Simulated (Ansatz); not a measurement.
Stress against strain in Li

```
CELL_PARAMETERS angstrom
-1.75000 1.75000 1.75000
1.75000 -1.75000 1.75000
1.75000 1.75000 -1.75000
ATOMIC_POSITIONS crystal
Li 0.00000 0.00000 0.00000
```

The cell is a measured one (Crystallography Open Database entry 9011628); the temperature and pressure of the measurement aren't taken into account, and nothing was relaxed.

Computed with DFT, LDA, all-electron LAPW, scalar-relativistic in Ansatz 0.2.0.

Sampling and basis: a Γ-centred 13×13×13 k mesh, Fermi–Dirac smearing of 0.05 eV, basis error target 0.25 meV/atom, no spin polarisation.

The strain is applied along the Cartesian axes of the cell as listed (the other components stay zero). Fractional coordinates are held (clamped ions).

σ is the change of stress from the unstrained cell, which is at -1.49 GPa; tension is positive, so slopes are stress–strain coefficients at that pressure. In a metal the k mesh adds noise.

Only quantities that a quadratic follows smoothly over the whole series are listed; rougher ones are left out.

| εxx = εyy | σzz (GPa) | σxx (GPa) |
| --- | --- | --- |
| -0.0200 | -0.39 | -0.45 |
| -0.0100 | -0.18 | -0.21 |
| 0.0000 | 0.00 | 0.00 |
| 0.0200 | 0.31 | 0.38 |

(1) Fit the series and read off the stiffness at zero strain.

(2) One run, at εxx = εyy = 0.0100, is withheld. Predict its row.

## Answers

(1) Least-squares fits y = p0 + p1 x + p2 x² to the rows give σzz (GPa): p1 = 17.5, p2 = -100; σxx (GPa): p1 = 20.7, p2 = -93. So 2 C12 = 17 GPa and C11 + C12 = 21 GPa.

(2) The fits give 0.17, 0.20; the run gave 0.16, 0.20.
